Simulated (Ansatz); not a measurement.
An Ansatz (a program for electronic structure) run. Input:

Ansatz 0.2 input:
```yaml
crystal:
  lattice:
    - [0.0, 2.8440067818, 2.8440067818]
    - [2.8440067818, 0.0, 2.8440067818]
    - [2.8440067818, 2.8440067818, 0.0]
  atoms:
    - { symbol: La, position: [0.0, 0.0, 0.0] }
    - { symbol: B, position: [0.5, 0.5, 0.5] }
kpoints:
  mp_grid: { grid: [12, 12, 12] }
hamiltonian:
  xc: r2scan
  pseudopotentials: { azcp: { folder: ./paw }, kind: paw }
scf:
  occupations: { method: gaussian, width: 0.05 }
checkpoint: { read: metal.run }
output: { write_density: true, elf: true, volumetric_format: npy }
basis: { fft_grid_basis: typed }
```

Output (shortened):

```
Pseudopotential: La, paw, valence charge 11
Pseudopotential: B, paw, valence charge 3
Functional definition: r2SCAN
Crystal: 2 atoms, lattice volume = 46.007 Å³
Basis set: ecut = 500 eV, 1211 PW (Γ), exchange–correlation on 120×120×120 points (64 copies of the dense FFT grid, shifted against one another)
Bands: 15, of which v1, the nominal top of the filled ones, is band 7 counted from 1 (6 counted from 0)
Symmetry: 48 space group operations
Space group: Fm-3m (ITA 225), of the structure as read, at distance tolerance 3.6e-5 Å
k-points: 72 of 1728
Stability of the state it starts from, as read at its close in the unpolarized treatment …
iter 1 solved again at ethr=8.71e-8 eV; its pass at ethr=3.10e-3 eV (dr2=1.22e-5 eV) is discarded
SCF iter   1: F=—  HF=-6420.367974 eV  |F-HF|=—  |Δ(HF+E_count)|=         —  Δρ=6.95e-7  dr2=8.08e-11  dr2_τ=1.69e-11  ethr=8.71e-8  ⟨swp⟩=3.0  Hψ=7713  notcnv=0
preconditioner: auto → Kerker (q_TF=auto, 2.238 Å⁻¹)
SCF iter   2: F=-6420.367974 eV  HF=-6420.367974 eV  |F-HF|=1.46e-11  |Δ(HF+E_count)|=   2.16e-9  Δρ=1.62e-7  dr2=7.05e-12  dr2_τ=4.70e-12  ethr=1.00e-12  ⟨swp⟩=5.9  Hψ=4658  notcnv=0
SCF 1 converged in 2 iterations: F = -6420.367974 eV  dr2 = 7.05e-12
SCF converged after 2 iterations
Free energy (F): -6420.367974 eV
Harris-Foulkes:  -6420.367974 eV  (|F-HF|=1.46e-11)
Internal energy: -6420.358850 eV  (E = F + TS)
E sigma→0 (E₀):  -6420.363412 eV
Entropy (-TS):   -0.009124 eV (-4.562 meV/atom)
Fermi energy:    9.466837 eV
--- Per-component energies (eV) ---
  E_band       = -43.789844
  E_kinetic    = 227.694390
  E_local      = -325.628304  (includes V_loc(G=0)·N_el)
  E_nonlocal   = 95.618248
  E_hartree    = 109.182087
  E_xc         = -164.256656
  E_vxc        = -194.979868  (∫ρ·V_xc dr)
  E_paw        = -5517.529279  (= ΣΔE_a)
  E_vpaw       = -74.488080  (= ΣTr[D̂ρ^β])
  E_aug_tail   =  0.000000  (compensation charges beyond the density's cutoff)
  E_vtau       = 9.629582  (kinetic-family band-sum trace: ∫τ·v_τ [+ j·A + Jᵃ·Aᵃ] dr)
  E_ewald      = -845.489117
  E_core_change = 0.049781  (= ΣΔE_core)
  E_smearing   = -0.009124  (= −TS)
  E_closure    =  0.000000  (closes the sum)
  Σ components = -6420.367974   (vs F -6420.367974, Δ=0.00e0)
  [band-id]    e_kinetic+e_local+e_nonlocal+2·e_hartree+e_vxc+e_vpaw+e_augmentation_tail+e_vtau = -43.789858   (vs E_band -43.789844, Δ=-1.36e-5)
--- Band table (eV; the first three rows and the last of 72) ---
  k-point 0: bands = ["-23.3869", "-6.3247", "-6.3247", "-6.3247", "2.6683", "10.6721", "10.6721", "10.6721", "11.8039", "11.8039", "11.8039", "12.3716", "13.1716", "13.1716", "13.1716"]
  k-point 1: bands = ["-23.3802", "-6.3990", "-6.3302", "-6.3302", "2.8098", "10.3296", "10.4205", "10.4205", "11.7439", "11.9108", "11.9108", "12.5695", "13.1138", "13.1138", "13.1726"]
  k-point 2: bands = ["-23.3618", "-6.5942", "-6.3452", "-6.3452", "3.2000", "9.5798", "9.8926", "9.8926", "11.7329", "12.1552", "12.1552", "12.8305", "13.0653", "13.0653", "13.1756"]
  k-point 71: bands = ["-23.2521", "-6.8978", "-6.8978", "-6.6827", "3.8533", "8.7567", "9.5798", "9.5798", "12.2208", "12.2208", "12.8996", "12.8996", "13.0285", "13.0478", "13.1803"]
```

Cost: about 4 core-seconds (a rough figure) on shared cores.

The start of the workflow was typed in or built on a structure type; neither database checked (COD, Materials Project) lists it. Whether it is the stable phase at ambient conditions was not checked. Symmetry was held in the r²SCAN relaxation. At this level the phase is mechanically unstable. Its formation energy is positive at this level, so the cell may be metastable or incomplete. Spin–orbit coupling is left out wherever it is not named.

Potentials: the earlier of the program's two PAW sets.

Ansatz is a plane-wave DFT program.
